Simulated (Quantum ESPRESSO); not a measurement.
**Band energies of LaAgSO**

```
CELL_PARAMETERS angstrom
      4.09172     0.00000     0.00000
      0.00000     4.09172     0.00000
      0.00000     0.00000     9.10242
ATOMIC_POSITIONS crystal
  O  0.00000 0.00000 0.00000
  O  0.50000 0.50000 0.00000
  S  0.00000 0.50000 0.30696
  S  0.50000 0.00000 0.69304
  Ag 0.50000 0.50000 0.50000
  Ag 0.00000 0.00000 0.50000
  La 0.00000 0.50000 0.86503
  La 0.50000 0.00000 0.13497
```

PBEsol (Quantum ESPRESSO, PseudoDojo norm-conserving, 110 Ry, no spin-orbit coupling); path ΓXMΓZRAZ,XR,MA; energies in eV from the valence-band maximum.

```csv
k (1/Å),point,band 38,band 39,band 40,band 41,band 42,band 43,band 44,band 45
0.00,Γ,-1.39,-1.39,-0.68,0.00,0.00,1.22,2.64,2.99
0.19,,-1.82,-1.22,-0.60,-0.39,-0.06,1.57,2.80,3.14
0.58,,-2.07,-0.89,-0.86,-0.84,-0.45,2.17,2.69,3.20
0.77,X,-2.24,-0.87,-0.87,-0.69,-0.69,2.33,2.33,3.21
0.96,,-2.13,-1.06,-1.06,-0.69,-0.69,2.37,2.37,3.32
1.34,,-1.94,-1.79,-1.79,-1.09,-1.09,2.72,2.72,3.47
1.54,M,-2.01,-1.89,-1.89,-1.30,-1.30,2.92,2.92,3.42
1.72,,-2.04,-1.72,-1.56,-1.28,-1.04,2.67,2.82,3.44
2.08,,-1.79,-1.21,-1.02,-0.80,-0.67,2.30,2.94,3.41
2.44,,-1.71,-1.30,-0.58,-0.27,-0.16,1.57,2.81,3.13
2.62,Γ,-1.39,-1.39,-0.68,0.00,0.00,1.22,2.64,2.99
2.62,Z,-1.32,-1.12,-1.12,-0.18,-0.18,1.72,2.50,3.08
3.01,,-1.96,-0.82,-0.79,-0.52,-0.40,2.02,2.97,3.17
3.39,R,-2.16,-0.76,-0.76,-0.64,-0.64,2.37,2.37,3.25
3.70,,-2.03,-1.43,-1.43,-0.72,-0.72,2.64,2.64,3.48
4.00,,-1.88,-1.78,-1.78,-1.20,-1.20,2.97,2.97,3.50
4.16,A,-1.90,-1.73,-1.73,-1.31,-1.31,3.07,3.07,3.50
4.29,,-1.91,-1.80,-1.60,-1.30,-1.18,2.91,3.07,3.50
4.56,,-1.70,-1.45,-1.19,-0.99,-0.66,2.44,2.91,3.56
4.84,,-1.87,-1.09,-0.81,-0.79,-0.28,2.08,2.96,3.24
5.11,,-1.28,-1.21,-1.10,-0.27,-0.20,1.79,2.63,3.14
5.24,Z,-1.32,-1.12,-1.12,-0.18,-0.18,1.72,2.50,3.08
5.24,X,-2.24,-0.87,-0.87,-0.69,-0.69,2.33,2.33,3.21
5.59,R,-2.16,-0.76,-0.76,-0.64,-0.64,2.37,2.37,3.25
5.59,M,-2.01,-1.89,-1.89,-1.30,-1.30,2.92,2.92,3.42
5.93,A,-1.90,-1.73,-1.73,-1.31,-1.31,3.07,3.07,3.51
```

The PBEsol gap is direct, 1.22 eV at Γ.

Spin-orbit splittings are left out. The 4f states are in the valence at their DFT position.

Geometry of the Materials Project entry, not relaxed at this level.
